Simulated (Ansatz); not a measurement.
AlAs:
```cif
data_AlAs
_chemical_formula_sum 'As1 Al1'
_space_group_name_H-M_alt 'P 1'
_space_group_IT_number 1
_cell_length_a 4.01250
_cell_length_b 4.01250
_cell_length_c 4.01250
_cell_angle_alpha 60.000
_cell_angle_beta 60.000
_cell_angle_gamma 60.000
loop_
_space_group_symop_operation_xyz
  'x, y, z'
loop_
_atom_site_label
_atom_site_type_symbol
_atom_site_fract_x
_atom_site_fract_y
_atom_site_fract_z
_atom_site_occupancy
As1 As 0.75000 0.75000 0.75000 1
Al1 Al 0.00000 0.00000 0.00000 1
```

Relaxed with PBEsol. Independent-particle spectrum: no excitons, no local fields, no scissors shift; 0.1 eV broadening; ε₁ of the summed bands alone.

### Question
Tabulate the dielectric function from PBEsol in the plane-wave PAW code Ansatz.

### Answer


```tsv
E (eV)	ε₁ xx	ε₂ xx
0.0	10.18	0.00
0.4	10.27	0.00
0.8	10.55	0.00
1.2	11.06	0.00
1.6	11.95	0.00
2.0	13.61	0.41
2.4	15.44	1.07
2.8	21.17	2.61
3.2	17.07	11.82
3.6	20.03	12.87
4.0	22.48	31.26
4.4	-10.44	22.33
4.8	-5.39	13.15
5.2	-2.19	12.33
5.6	-7.58	10.78
6.0	-6.15	7.42
6.4	-5.77	5.85
6.8	-4.93	4.60
7.2	-4.41	3.71
7.6	-3.56	3.15
8.0	-3.56	2.66
8.4	-3.20	2.13
8.8	-2.62	1.73
9.2	-2.50	1.58
9.6	-2.21	1.30
10.0	-2.00	1.07
10.4	-1.78	0.85
10.8	-1.51	0.65
11.2	-1.25	0.57
11.6	-1.09	0.50
12.0	-0.92	0.42
```

### Question
From ε at 3.9 eV (xx: 23.85 + 23.44i), find n, k, the normal reflectivity and the absorption coefficient.

### Answer
n = 5.35, k = 2.190, R = 53 %, α = 2kE/ħc = 870000 cm⁻¹.

With all bands, ε∞ without local fields is 10.2. DFPT, with local fields, gives 9.52.

Space group F-43m (zinc blende). Symmetry was held in the PBEsol relaxation. Spin–orbit coupling is left out wherever it is not named.

Potentials: the later of the program's two PAW sets.
